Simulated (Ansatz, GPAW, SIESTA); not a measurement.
## InSb3: 3 runs at one level of theory

```xyz
4
Lattice="4.8064 0.0000 0.0000 0.0000 4.8064 0.0000 0.0000 0.0000 4.8064" Properties=species:S:1:pos:R:3 pbc="T T T"
Sb    2.4032    2.4032    0.0000
Sb    0.0000    2.4032    2.4032
Sb    2.4032    0.0000    2.4032
In    0.0000    0.0000    0.0000
```

The cell comes from a database or a generator and needn't be the stable form of this composition.

Alike in all runs: task equation of state; functional PBE; k mesh 6 × 6 × 6; occupations fermi-dirac, width 0.05 eV; no spin polarisation; no spin-orbit coupling.

| program and potentials | plane-wave cutoff (eV) | notes | equilibrium volume (Å³/atom) | bulk modulus (GPa) |
| --- | --- | --- | --- | --- |
| Ansatz, Ansatz PAW | 420 | - | ? | ? |
| GPAW, GPAW PAW data sets (gpaw-data 1.2.1) | 600 | - | 27.72 | 50.9 |
| SIESTA, files PseudoDojo sr-pbe-0.4.1-standard, DZP (energy shift 0.003 Ry; two zetas on semicore shells) | - | atomic basis | 28.65 | 50.5 |

**Question.** Estimate from the other rows what the run with Ansatz, Ansatz PAW gave.

**Answer.** Equilibrium volume 27.86 Å³/atom; bulk modulus 50.5 GPa. The other rows, which needn't bracket it: equilibrium volume 27.72 to 28.65; bulk modulus 50.5 to 50.9.
